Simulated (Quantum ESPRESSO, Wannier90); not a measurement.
Tight-binding from DFT: ZrN (NiAs type)

```xyz
4
Lattice="3.1872 0.0000 0.0000 -1.5936 2.7602 0.0000 0.0000 0.0000 5.4902" Properties=species:S:1:pos:R:3 pbc="T T T"
Zr     1.5936    -0.9201     1.3725
Zr    -1.5936     0.9201    -1.3725
N      0.0000     0.0000     0.0000
N      0.0000     0.0000     2.7451
```

Materials Project entry mp-1093992; symmetrised, unrelaxed at this level. Not found in the COD (Crystallography Open Database) copy used, which has the formula in other groups; not checked further. Level: PBEsol, spinors with spin-orbit coupling; pw.x of Quantum ESPRESSO at 68 Ry with PseudoDojo potentials, 6×6×4 k-points, Wannier90. Density: 12×12×6 mesh, cold smearing 0.01 Ry.

Valence charges of the files: Zr 12, N 5. 78 bands were computed.

Isolated groups of bands, relative to the Fermi level (bands from 21 on overlap up to the last one computed):

```
bands  from (eV)  to (eV)  filling            weight on atomic waves
-----  ---------  -------  -------  --------------------------------
1–4       -49.06   -48.87   filled                        Zr 4s 94 %
5–8       -28.51   -27.95   filled                        Zr 4p 96 %
9–16      -26.96   -26.09   filled                        Zr 4p 96 %
17–20     -15.86   -13.35   filled  N 2s 70 %, Zr 4d 16 %, Zr 5s 8 %
```

Wanted is a model with the orbitals Zr d, N p, without the filled groups that are mainly made of other shells (semicore states, and anion s where it isn't named); all higher bands stay in for disentanglement.

Problem. Give num_wann, exclude_bands and num_bands, and the number of electrons that the model holds.

Solution. Electrons: 2×12 + 2×5 = 34, or 34.0 bands' worth; no gap over 0.05 eV opens at the Fermi level at this level of theory.
num_wann = 2 × (2×5 + 2×3) = 32.
exclude_bands = 1-20, 20 bands, so num_bands = 78 − 20 = 58.
The model holds 34 − 1×20 = 14 electrons. With the window frozen to 1.50 eV it follows pw.x to 8.2 meV rms (states up to 1.0 eV relative to the Fermi level).
